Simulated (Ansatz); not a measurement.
**Eigenvalues along a path: Mo (diamond type)**

```yaml
crystal:
  lattice:
    - [0.00000, 2.80582, 2.80582]
    - [2.80582, 0.00000, 2.80582]
    - [2.80582, 2.80582, 0.00000]
  atoms:
    - { symbol: Mo, position: [0.87500, 0.87500, 0.87500] }
    - { symbol: Mo, position: [0.12500, 0.12500, 0.12500] }
```

The cell comes from a relaxation on PAW files under the same functional, begun from a prototype that needn't be the stable phase.

All numbers are PBEsol results (scalar-relativistic) from Ansatz 0.2.0, with a Γ-centred 12×12×12 k mesh, Fermi–Dirac smearing of 0.08 eV, no spin polarisation. Methods: LAPW: all electrons, basis error target 1 meV/atom.

Path points, in fractions of the reciprocal vectors: Γ (0.000, 0.000, 0.000), X (0.500, 0.000, 0.500), U (0.625, 0.250, 0.625), K (0.375, 0.375, 0.750), L (0.500, 0.500, 0.500), W (0.500, 0.250, 0.750). The distance column jumps between branches of the path. Levels in eV from the Fermi level; bands 27 to 37, counted from the lowest band of the run. The gap is zero, the pressure 0.03 GPa.

```
# k(1/Å) point b27 b28 b29 b30 b31 b32 b33 b34 b35 b36 b37
0.000 Γ -4.94 -2.37 -2.37 -1.38 -1.38 -1.38 1.36 1.36 1.36 4.58 4.58
0.160 - -4.82 -2.55 -2.30 -1.38 -1.38 -1.18 1.08 1.38 1.38 4.45 4.66
0.320 - -4.44 -2.87 -2.11 -1.37 -1.37 -0.77 0.41 1.50 1.50 4.09 4.80
0.480 - -3.85 -3.18 -1.79 -1.40 -1.40 -0.40 -0.32 1.75 1.75 3.54 4.86
0.640 - -3.40 -3.11 -1.46 -1.46 -1.35 -1.13 0.10 2.18 2.18 2.86 4.83
0.800 - -3.49 -2.62 -1.54 -1.54 -1.37 -0.81 0.39 2.10 2.81 2.81 4.76
0.960 - -3.43 -2.86 -1.60 -1.60 -0.70 -0.17 0.43 1.32 3.58 3.58 4.79
1.120 X -3.21 -3.21 -1.63 -1.63 0.05 0.05 0.55 0.55 4.14 4.14 5.13
1.176 - -3.22 -3.20 -1.64 -1.59 0.04 0.05 0.54 0.55 4.15 4.15 5.11
1.233 - -3.26 -3.18 -1.67 -1.51 0.02 0.06 0.51 0.54 4.17 4.17 5.04
1.289 - -3.31 -3.14 -1.71 -1.38 -0.01 0.08 0.47 0.53 4.20 4.21 4.86
1.346 - -3.37 -3.09 -1.78 -1.24 -0.06 0.12 0.41 0.52 4.25 4.28 4.51
1.402 - -3.41 -3.02 -1.86 -1.10 -0.12 0.19 0.36 0.51 4.12 4.31 4.38
1.459 - -3.44 -2.95 -1.96 -1.00 -0.20 0.30 0.31 0.50 3.71 4.37 4.42
1.516 U -3.46 -2.86 -2.06 -0.94 -0.30 0.26 0.46 0.50 3.29 4.20 4.44
2.201 K -3.46 -2.86 -2.06 -0.94 -0.30 0.26 0.46 0.50 3.29 4.20 4.44
2.371 - -3.39 -2.57 -2.39 -1.08 -0.65 0.13 0.50 1.09 2.22 3.47 4.64
2.541 - -3.21 -2.66 -2.31 -1.50 -0.98 0.00 0.58 0.93 2.36 2.76 4.79
2.710 - -3.27 -2.82 -2.21 -1.76 -1.14 -0.19 0.48 0.72 2.16 3.11 4.85
2.880 - -3.80 -2.83 -2.28 -1.58 -1.17 -0.47 0.38 0.91 1.73 3.76 4.82
3.049 - -4.40 -2.71 -2.35 -1.41 -1.23 -0.82 0.68 1.12 1.49 4.23 4.72
3.219 - -4.80 -2.50 -2.37 -1.38 -1.33 -1.19 1.14 1.29 1.39 4.49 4.62
3.389 Γ -4.94 -2.37 -2.37 -1.38 -1.38 -1.38 1.36 1.36 1.36 4.58 4.58
3.527 - -4.85 -2.42 -2.42 -1.39 -1.29 -1.29 1.22 1.33 1.33 4.57 4.57
3.666 - -4.57 -2.50 -2.50 -1.40 -1.11 -1.11 0.87 1.30 1.30 4.53 4.53
3.804 - -4.15 -2.55 -2.55 -1.40 -0.99 -0.99 0.41 1.35 1.35 4.45 4.45
3.943 - -3.64 -2.52 -2.52 -1.40 -1.04 -1.04 0.01 1.55 1.55 4.32 4.32
4.081 - -3.13 -2.41 -2.41 -1.53 -1.24 -1.24 -0.08 1.88 1.88 4.13 4.13
4.220 - -2.67 -2.23 -2.23 -1.85 -1.51 -1.51 0.19 2.23 2.23 3.92 3.92
4.358 L -2.31 -2.20 -2.10 -2.10 -1.68 -1.68 0.39 2.39 2.39 3.81 3.81
4.472 - -2.49 -2.33 -2.11 -2.03 -1.57 -1.43 0.44 2.28 2.33 3.79 3.87
4.585 - -2.79 -2.54 -2.05 -1.85 -1.35 -1.04 0.59 1.99 2.21 3.74 4.01
4.698 - -3.04 -2.76 -1.94 -1.58 -1.13 -0.69 0.79 1.58 2.17 3.71 4.17
4.811 - -3.22 -2.95 -1.78 -1.26 -0.93 -0.43 0.84 1.14 2.45 3.74 4.34
4.924 - -3.33 -3.12 -1.58 -1.00 -0.71 -0.22 0.67 0.73 3.08 3.88 4.48
5.037 - -3.36 -3.25 -1.35 -0.98 -0.37 -0.05 0.40 0.41 3.92 4.19 4.59
5.150 W -3.33 -3.33 -1.13 -1.13 -0.04 -0.04 0.22 0.22 4.63 4.63 4.76
5.230 - -3.33 -3.33 -1.16 -1.16 -0.03 -0.03 0.24 0.24 4.56 4.56 4.81
5.310 - -3.31 -3.31 -1.24 -1.24 -0.02 -0.02 0.30 0.30 4.46 4.46 4.86
5.390 - -3.29 -3.29 -1.34 -1.34 0.00 0.00 0.37 0.37 4.35 4.35 4.93
5.470 - -3.26 -3.26 -1.45 -1.45 0.02 0.02 0.44 0.44 4.26 4.26 5.00
5.550 - -3.23 -3.23 -1.54 -1.54 0.04 0.04 0.50 0.50 4.20 4.20 5.06
5.630 - -3.21 -3.21 -1.60 -1.60 0.05 0.05 0.54 0.54 4.15 4.15 5.11
5.710 X -3.21 -3.21 -1.63 -1.63 0.05 0.05 0.55 0.55 4.14 4.14 5.13
```
